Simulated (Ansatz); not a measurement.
Method: Ansatz, DFT PBE, scalar-relativistic, plane waves, PAW. Settings: cutoff 420 eV, Γ-centred meshes spaced at most about 0.3 Å⁻¹, and about 0.25 Å⁻¹ or finer for metals (2π included), Gaussian smearing. No spin polarisation in the final relaxations.

Temperature and zero-point effects are left out.

Two relaxed structures of ScSb2N3:

A.

```
Sc Sb N
1.0
     5.86633    0.00000    0.00000
    -2.93316    5.08039    0.00000
     0.00000    0.00000    3.10072
Sc Sb N
1 2 3
Direct
  0.00000 0.00000 0.00000
  0.33333 0.66667 0.00000
  0.66667 0.33333 0.00000
  0.00000 0.50000 0.50000
  0.50000 0.50000 0.50000
  0.50000 0.00000 0.50000
```

B.

```
Sc Sb N
1.0
     5.02033    0.00000    0.00000
    -2.51017    4.34774    0.00000
     0.00000    0.00000    4.19189
Sc Sb N
1 2 3
Direct
  0.00000 0.00000 0.50000
  0.33333 0.66667 0.00000
  0.66667 0.33333 0.00000
  0.00000 0.00000 0.00000
  0.33333 0.66667 0.50000
  0.66667 0.33333 0.50000
```

**Question.** Which form is favoured at zero pressure, and by what margin per atom?

**Answer.** B is lower, by 0.40 eV/atom. A has space group P6/mmm (No. 191), 15.4 Å³/atom and no gap on its mesh; B has space group P6/mmm (No. 191), 15.2 Å³/atom and no gap. The shortest distance is 2.30 Å (Sb–N) in A and 2.10 Å (Sb–N and Sc–N) in B. B holds Sb–Sb nets (shortest 2.90 Å); in A the shortest Sb–Sb distance is 3.10 Å, near bonding range too. Even the lower one lies +0.61 eV/atom against the reference forms of the elements (uncorrected), so neither is stable at this level. In A, around Sc lie 2 Sc at 3.10 Å, 12 N at 3.32 Å and 6 Sb at 3.39 Å; around Sb lie 6 N at 2.30 Å, 2 Sb at 3.10 Å, 3 Sc at 3.39 Å and 3 Sb at 3.39 Å; around N lie 4 Sb at 2.30 Å, 6 N at 2.93–3.10 Å and 4 Sc at 3.32 Å. In B, Sc is surrounded by 2 N at 2.10 Å and 6 N at 2.90 Å; around Sb lie 2 N at 2.10 Å, 3 N at 2.90 Å and 3 Sb at 2.90 Å; N on a site of symmetry 6/mmm is surrounded by 2 Sc at 2.10 Å; 1 more site not described. Both come from invented guesses. A third cell relaxed alike, in R-3m, lies 0.58 eV/atom below the lower of the two.

Spin–orbit coupling, which can matter for Sb, is left out. Cells relaxed within their symmetry can be saddle points.
